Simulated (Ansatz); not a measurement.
Cu₃Sn:
```
Cu3Sn
1.0
    4.28080     0.00000     0.00000
    0.00000     5.48219     0.00000
    0.00000     0.00000     4.78600
Cu Sn
6 2
Direct
  0.50000   0.00000   0.29855
  0.00000   0.50000   0.70145
  0.00000   0.75327   0.15513
  0.00000   0.24673   0.15513
  0.50000   0.74673   0.84487
  0.50000   0.25327   0.84487
  0.50000   0.50000   0.34269
  0.00000   0.00000   0.65731
```

Relaxed with r²SCAN. Special points in fractions of this cell's reciprocal vectors: Γ (0.000, 0.000, 0.000); X (0.500, 0.000, 0.000); S (0.500, 0.500, 0.000); Y (0.000, 0.500, 0.000); Z (0.000, 0.000, 0.500); U (0.500, 0.000, 0.500); R (0.500, 0.500, 0.500); T (0.000, 0.500, 0.500).

Q: List the band energies nearest the Fermi level at these points for DFT-r²SCAN with spin–orbit coupling in the program Ansatz with PAW potentials.

A: In eV from the Fermi level; about four levels below and three above (degenerate sets whole), none deeper than 8.9 eV; points with the same levels are listed once.

```
k                    below                above
-  -----------------------  -------------------
Γ  -1.86 -1.86 -1.27 -1.27  0.88 0.88 1.53 1.53
X  -1.37 -1.37 -1.37 -1.37  1.25 1.25 1.25 1.25
S  -0.27 -0.27 -0.27 -0.27  0.37 0.37 0.37 0.37
Y  -0.27 -0.27 -0.27 -0.27  1.36 1.36 1.36 1.36
Z  -1.59 -1.59 -0.95 -0.95  0.11 0.11 0.30 0.30
U  -1.77 -1.77 -1.77 -1.77  0.95 0.95 0.95 0.95
R  -2.18 -2.18 -2.18 -2.18  5.30 5.30 5.30 5.30
T  -2.50 -2.50 -2.50 -2.50  1.34 1.34 1.34 1.34
```

Space group Pmmn. The first step of the workflow began from a Materials Project structure, measured or hypothetical; the Crystallography Open Database files this formula in space group No. 59, but the cells were not matched. Whether it is the stable phase at ambient conditions was not checked. The cell was relaxed with r²SCAN under the symmetry of its start; whether a distortion lowers the energy is not shown. No spin polarisation was allowed.

Potentials: the earlier of the program's two PAW sets.
